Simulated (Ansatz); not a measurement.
AsRu:
```cif
data_AsRu
_chemical_formula_sum 'Ru1 As1'
_space_group_name_H-M_alt 'P 1'
_space_group_IT_number 1
_cell_length_a 3.03990
_cell_length_b 3.03990
_cell_length_c 3.03990
_cell_angle_alpha 90.000
_cell_angle_beta 90.000
_cell_angle_gamma 90.000
loop_
_space_group_symop_operation_xyz
  'x, y, z'
loop_
_atom_site_label
_atom_site_type_symbol
_atom_site_fract_x
_atom_site_fract_y
_atom_site_fract_z
_atom_site_occupancy
Ru1 Ru 0.00000 0.00000 0.00000 1
As1 As 0.50000 0.50000 0.50000 1
```

Relaxed with PBEsol.

Question: Decompose the optical modes at the zone centre into irreducible representations, and say which are infrared and Raman allowed.

Answer: Point group m-3m: Γ_opt = T1u. Infrared: T1u. Raman: none.

Question: Assign frequencies (DFPT, PBEsol (plane waves, PAW; program Ansatz)).

Answer: T1u 142 cm⁻¹.

Space group Pm-3m (CsCl type). A made-up cell: these elements were put on the sites of a structure type; neither database checked (COD, Materials Project) lists it. Whether it is the stable phase at ambient conditions was not checked. The cell was relaxed with PBEsol under the symmetry of its start; its stability against distortions is not shown here. The run is not spin-polarised. As this level gives no gap, phonon frequencies hold no LO–TO term and depend on the k-mesh and smearing (Fermi–Dirac, 0.1 eV here).

Potentials: the earlier of the program's two PAW sets. The files were generated under PBE; for other functionals the program regenerates the frozen cores, and for LDA and PBEsol the local potential too.
